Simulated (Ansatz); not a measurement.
An Ansatz input:

```yaml
crystal:
  lattice:
    - [2.7101812532, 0.0, 0.0]
    - [-1.3550906266, 2.3470858142, 0.0]
    - [0.0, 0.0, 4.1000443009]
  atoms:
    - { symbol: Mn, position: [0.3333333333, 0.6666666667, 0.25], spin: 3.709 }
    - { symbol: Mn, position: [0.6666666667, 0.3333333333, 0.75], spin: -3.709 }
hamiltonian:
  xc: r2scan
  pseudopotentials:
    kind: paw
    azcp:
      Mn: "pseudopotentials/Mn.paw.azcp"
basis:
  ecutwfc: 500
  fft_grid_basis: typed
kpoints:
  mp_grid: { grid: [14, 14, 8], shift: [0, 0, 0] }
magnetization:
  spin_polarized: true
scf:
  occupations: { method: fermi_dirac, width: 0.05 }
  lower_state_search: "off"
output:
  stress: true
  write_density: true
  write_potential: true
  elf: true
  volumetric_format: npy
```

Output

```
Engine: ansatz 0.2.0, x86_64-unknown-linux-gnu
Pseudopotentials: kind: paw
Pseudopotential: Mn, paw, valence charge 15, recommended cutoff 500 eV (meta_gga) 
Functional definition: r2SCAN
  parameter k0 = 0.174
  parameter k1 = 0.065
  parameter a1 = 4.9479
  exchange = r2scan_x(k0 = k0, k1 = k1, a1 = a1)
  correlation = r2scan_c
Crystal: 2 atoms, lattice volume = 26.080 Å³
Basis set: ecut = 500 eV, 651 PW (Γ), exchange–correlation on 80×80×120 points (64 copies of the dense FFT grid, shifted against one another)
Bands: 23, of which v1, the nominal top of the filled ones, is band 15 counted from 1 (14 counted from 0)
Symmetry: 12 space group operations
Space group: P-6m2 (ITA 187), of the structure as read, at distance tolerance 3.0e-5 Å
Magnetic group: BNS 194.267 (UNI 1497), of the structure as read, at distance tolerance 3.0e-5 Å
k-points: 120 of 1568 (time reversal used)
Non-local potential: Mn, projectors of the file, l = 0: 3, l = 1: 2, l = 2: 3, l = 3: 1
PAW form: soft (Blöchl's): semilocal exchange-correlation on the pseudo side does not see the compensation charge
PAW frozen core: Mn, regenerated for the run's functional (the file was generated under x = pbe(κ = 0.804, μ = 0.2195149727645171), c = pbe(β = 0.06672455060314922))
PAW one-centre angular grid: Mn, 590 points (default); XC on 160 Gauss nodes
Initial density: superposition of atomic densities (chi_scale 0.1, normalization cell)
Starting moments: Σ|m| = 7.418 μB on 2 of 2 sites
Starting magnetic order: antiferromagnet; an inversion exchanges its spin sublattices: spin-degenerate at every k-point
Initial wavefunctions: pseudopotential atomic-orbital guess
Functional: x = r2scan, c = r2scan; τ floored in thin density (d = 2e-4 eV/Å³)
iter 1 solved again at ethr=1.10e-3 eV; its pass at ethr=3.10e-3 eV (dr2=3.29e-1 eV) is discarded
SCF iter   1: F=-7807.343383 eV  HF=-7807.350969 eV  |F-HF|=7.59e-3  |Δ(HF+E_count)|=         —  Δρ=2.47e-2 (↑2.47e-2 ↓2.47e-2)  dr2=3.28e-1  dr2_τ=1.07e-2  dr2_m=4.54e-2  M=0.000 μB ∫|m|=6.881 μB  β_m=0.30  ethr=1.10e-3  ⟨swp⟩=1.2  Hψ=29424  notcnv=0
Mixer restart at iter 1: flushing history
spin-set hold released at iteration 1 (the charge has settled, or the pull on large starting moments outlasts its swing): the magnetisation degrees of freedom join the quasi-Newton model from the next iteration; the mixer history was flushed
SCF iter   2: F=-7807.517966 eV  HF=-7807.484299 eV  |F-HF|=3.37e-2  |Δ(HF+E_count)|=   1.33e-1  Δρ=1.36e-2 (↑1.36e-2 ↓1.36e-2)  dr2=8.23e-2  dr2_τ=1.66e-3  dr2_m=1.62e-2  M=0.000 μB ∫|m|=6.930 μB  β_m=0.30  ethr=1.09e-3  ⟨swp⟩=2.9  Hψ=10170  notcnv=0  κ⁻¹=1.0e0(r=1)
SCF iter   3: F=-7807.551156 eV  HF=-7807.521127 eV  |F-HF|=3.00e-2  |Δ(HF+E_count)|=   3.68e-2  Δρ=8.78e-3 (↑8.78e-3 ↓8.78e-3)  dr2=2.48e-2  dr2_τ=5.32e-4  dr2_m=7.96e-3  M=0.000 μB ∫|m|=6.968 μB  β_m=0.30  ethr=2.74e-4  ⟨swp⟩=2.4  Hψ=9846  notcnv=0  defer=240  κ⁻¹=5.7e-2(r=2)
SCF iter   4: F=-7807.565580 eV  HF=-7807.556152 eV  |F-HF|=9.43e-3  |Δ(HF+E_count)|=   3.50e-2  Δρ=4.77e-3 (↑4.77e-3 ↓4.77e-3)  dr2=3.84e-3  dr2_τ=1.21e-4  dr2_m=3.29e-3  M=-0.000 μB ∫|m|=7.004 μB  β_m=0.30  ethr=8.25e-5  ⟨swp⟩=2.1  Hψ=9806  notcnv=0  defer=304  κ⁻¹=1.2e-2(r=3)
SCF iter   5: F=-7807.570664 eV  HF=-7807.568899 eV  |F-HF|=1.76e-3  |Δ(HF+E_count)|=   1.27e-2  Δρ=2.10e-3 (↑2.09e-3 ↓2.10e-3)  dr2=2.87e-4  dr2_τ=1.47e-5  dr2_m=9.16e-4  M=0.000 μB ∫|m|=7.032 μB  β_m=0.30  ethr=1.28e-5  ⟨swp⟩=2.0  Hψ=11499  notcnv=0  defer=384  κ⁻¹=2.7e-4(r=4)
SCF iter   6: F=-7807.572293 eV  HF=-7807.571936 eV  |F-HF|=3.57e-4  |Δ(HF+E_count)|=   3.04e-3  Δρ=7.75e-4 (↑7.75e-4 ↓7.23e-4)  dr2=6.44e-5  dr2_τ=2.55e-6  dr2_m=9.23e-5  M=-0.000 μB ∫|m|=7.061 μB  β_m=0.30  ethr=9.56e-7  ⟨swp⟩=2.2  Hψ=11271  notcnv=0  defer=396  κ⁻¹=8.3e-5(r=5)
SCF iter   7: F=-7807.572561 eV  HF=-7807.572506 eV  |F-HF|=5.58e-5  |Δ(HF+E_count)|=   5.70e-4  Δρ=4.84e-4 (↑3.13e-4 ↓4.84e-4)  dr2=8.67e-5  dr2_τ=1.03e-6  dr2_m=1.66e-5  M=0.001 μB ∫|m|=7.076 μB  β_m=0.30  ethr=2.15e-7  ⟨swp⟩=2.3  Hψ=9722  notcnv=0  defer=396  κ⁻¹=8.3e-5(r=6)
SCF iter   8: F=-7807.572621 eV  HF=-7807.572541 eV  |F-HF|=7.96e-5  |Δ(HF+E_count)|=   3.57e-5  Δρ=3.48e-4 (↑3.48e-4 ↓2.97e-4)  dr2=2.66e-5  dr2_τ=7.54e-7  dr2_m=1.46e-5  M=-0.000 μB ∫|m|=7.078 μB  β_m=0.30  ethr=2.15e-7  ⟨swp⟩=1.6  Hψ=5446  notcnv=0  defer=396  κ⁻¹=1.3e-5(r=7)
SCF iter   9: F=-7807.572658 eV  HF=-7807.572646 eV  |F-HF|=1.27e-5  |Δ(HF+E_count)|=   1.04e-4  Δρ=2.02e-4 (↑1.98e-4 ↓2.02e-4)  dr2=2.08e-6  dr2_τ=1.99e-7  dr2_m=8.41e-6  M=0.000 μB ∫|m|=7.082 μB  β_m=0.30  ethr=8.88e-8  ⟨swp⟩=2.0  Hψ=8606  notcnv=0  defer=396  κ⁻¹=4.9e-6(r=8)
SCF iter  10: F=-7807.572671 eV  HF=-7807.572665 eV  |F-HF|=6.49e-6  |Δ(HF+E_count)|=   1.94e-5  Δρ=1.17e-4 (↑1.15e-4 ↓1.17e-4)  dr2=1.39e-6  dr2_τ=5.73e-8  dr2_m=2.17e-6  M=0.000 μB ∫|m|=7.086 μB  β_m=0.30  ethr=6.94e-9  ⟨swp⟩=2.6  Hψ=9532  notcnv=0  defer=396  κ⁻¹=1.2e-5(r=8)
SCF iter  11: F=-7807.572673 eV  HF=-7807.572672 eV  |F-HF|=1.44e-6  |Δ(HF+E_count)|=   7.08e-6  Δρ=3.87e-5 (↑3.87e-5 ↓3.84e-5)  dr2=5.13e-7  dr2_τ=6.06e-9  dr2_m=1.46e-7  M=-0.000 μB ∫|m|=7.087 μB  β_m=0.30  ethr=4.63e-9  ⟨swp⟩=2.0  Hψ=8642  notcnv=0  defer=396  κ⁻¹=2.2e-6(r=8)
SCF iter  12: F=-7807.572674 eV  HF=-7807.572673 eV  |F-HF|=4.41e-7  |Δ(HF+E_count)|=   1.16e-6  Δρ=2.57e-5 (↑2.54e-5 ↓2.57e-5)  dr2=2.62e-7  dr2_τ=2.66e-9  dr2_m=5.81e-8  M=0.000 μB ∫|m|=7.087 μB  β_m=0.30  ethr=1.71e-9  ⟨swp⟩=2.0  Hψ=6692  notcnv=0  defer=396  κ⁻¹=3.1e-6(r=8)
SCF iter  13: F=-7807.572674 eV  HF=-7807.572674 eV  |F-HF|=4.51e-8  |Δ(HF+E_count)|=   5.34e-7  Δρ=6.12e-6 (↑6.12e-6 ↓6.12e-6)  dr2=3.07e-9  dr2_τ=3.71e-10  dr2_m=7.09e-9  M=0.000 μB ∫|m|=7.087 μB  ethr=3.33e-10  ⟨swp⟩=10.4  Hψ=34846  notcnv=0
SCF 1 converged in 13 iterations: F = -7807.572674 eV  dr2 = 3.07e-9
this state was not tested for a lower state beside it, because the mixer in use, unlike msr1, does not test its closes by its own steps (another_mixer; see scf.mixing.algorithm and scf.lower_state_search)
SCF converged after 13 iterations
Magnetization: 0.0000 μB (15.0000 up, 15.0000 down)
Absolute magnetization: 7.0868 μB (∫|ρ↑−ρ↓|, with the PAW one-centre terms)
Spin contamination: 3.2206 ħ² per cell (⟨S²⟩ above its minimum at these occupations)
Per-site moments (μB) at R_I (Å): [(3.3443361776950207, 1.0638143576670436), (-3.3443356176219567, 1.0638143576670436)]
Free energy (F): -7807.572674 eV
Harris-Foulkes:  -7807.572674 eV  (|F-HF|=4.51e-8)
Internal energy: -7807.560851 eV  (E = F + TS)
E sigma→0 (E₀):  -7807.566763 eV
Entropy (-TS):   -0.011822 eV (-5.911 meV/atom)
Fermi energy:    17.123078 eV
--- Per-component energies (eV) ---
  E_band       = -459.238791
  E_kinetic    = 606.447962
  E_local      = -3556.666087  (includes V_loc(G=0)·N_el)
  E_nonlocal   = 492.105816
  E_hartree    = 1465.955389
  E_xc         = -219.326420
  E_vxc        = -323.121235  (∫ρ·V_xc dr)
  E_paw        = -2623.089237  (= ΣΔE_a)
  E_vpaw       = -632.212457  (= ΣTr[D̂ρ^β])
  E_aug_tail   = -0.000009  (compensation charges beyond the density's cutoff)
  E_vtau       = 22.298397  (kinetic-family band-sum trace: ∫τ·v_τ [+ j·A + Jᵃ·Aᵃ] dr)
  E_ewald      = -3972.422180
  E_core_change = -0.566086  (= ΣΔE_core)
  E_smearing   = -0.011822  (= −TS)
  E_closure    = -0.000000  (closes the sum)
  Σ components = -7807.572674   (vs F -7807.572674, Δ=0.00e0)
--- Stress (GPa, compression-positive) ---
       11.438725       0.000000      -0.000000
        0.000000      11.438725      -0.000000
       -0.000000      -0.000000       9.424577
  P = ⅓ Tr σ = 10.7673 GPa (107.673 kbar)
--- Band table (eV; the first three rows and the last of 240) ---
  k-point 0 ↑: bands = ["-67.6101", "-62.9196", "-35.0495", "-34.9741", "-34.9741", "-30.5864", "-30.1642", "-30.1642", "8.0702", "11.9899", "13.9663", "13.9663", "14.9284", "14.9284", "16.8644", "16.9902", "18.3065", "18.3065", "19.4269", "19.4269", "25.1988", "35.1634", "38.3534"]
  k-point 1 ↑: bands = ["-67.6100", "-62.9197", "-35.0478", "-34.9741", "-34.9741", "-30.5892", "-30.1642", "-30.1642", "8.2342", "11.9675", "13.9529", "13.9529", "14.9204", "14.9204", "15.9704", "17.4006", "18.3375", "18.3375", "19.4317", "19.4317", "25.9099", "35.0842", "38.3010"]
  k-point 2 ↑: bands = ["-67.6099", "-62.9199", "-35.0436", "-34.9740", "-34.9740", "-30.5959", "-30.1644", "-30.1644", "8.7116", "11.8335", "13.9237", "13.9237", "14.8093", "14.8961", "14.8961", "17.5254", "18.4248", "18.4248", "19.4322", "19.4322", "27.6937", "34.9003", "37.4295"]
  k-point 119 ↓: bands = ["-67.5722", "-62.8779", "-35.1581", "-35.1214", "-35.0060", "-30.5519", "-30.3729", "-30.3318", "12.9512", "13.1051", "13.4245", "13.6495", "13.7634", "16.0104", "16.9723", "17.6397", "17.8499", "19.6065", "21.4776", "23.3326", "24.1299", "25.2890", "26.4077"]
```

Launched by

```sh
ansatz run input.yaml --threads 1 --pin off --max-ram 3584MiB --backend cpu --events-out ev --progress --plain --runs-dir out
```

On 1 thread of Intel(R) Xeon(R) Platinum 8259CL CPU @ 2.50GHz (Skylake/Cascade Lake) (shared host) this took about 67 s of wall time and 66 s of CPU time.
